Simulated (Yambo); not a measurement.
G0W0@PBEsol for SnS (space group Cmcm, No. 63) in Yambo. Reference settings: 4×4×4 Γ-centred k mesh, 144 bands and a 7 Ry block in the screening, 144 bands in G with the Bruneval-Gonze terminator, plasmon pole fitted at 27.2 eV. The PBEsol gap (0, -0.5, 0) → (-0.5, -0.5, 0) on this mesh is 0.31 eV; G0W0 gaps are taken between the same points.

The settings were changed. The gap went from 0.64 eV to 0.51 eV, and the shift of the valence edge from -0.49 eV to 0.11 eV.

Q: What was changed between the two runs?
A) 57 bands in G
B) pole fitted at 40 eV
C) 2×2×2 mesh
D) 57 bands in G, no terminator

A: D, 57 bands in G, no terminator. The others gave (gap, valence shift): 2×2×2 mesh: 0.58, -0.40 eV; 57 bands in G: 0.63, -0.39 eV; pole fitted at 40 eV: 0.66, -0.56 eV.

The standard potential for Sn keeps a d shell in the valence without the s and p states of that shell. In tests on such compounds this moved G0W0 gaps by up to about 0.9 eV, so absolute quasiparticle energies here are unreliable; differences between settings are what counts.

Spin-orbit coupling is not included.

Geometry relaxed with PBE+D3(BJ); primitive cell a = 6.0238 Å, b = 6.0238 Å, c = 4.0610 Å, α = 90.00°, β = 90.00°, γ = 140.70°.

This is not the ordinary phase of the substance.

A shift is the quasiparticle energy of the state minus its PBEsol energy.
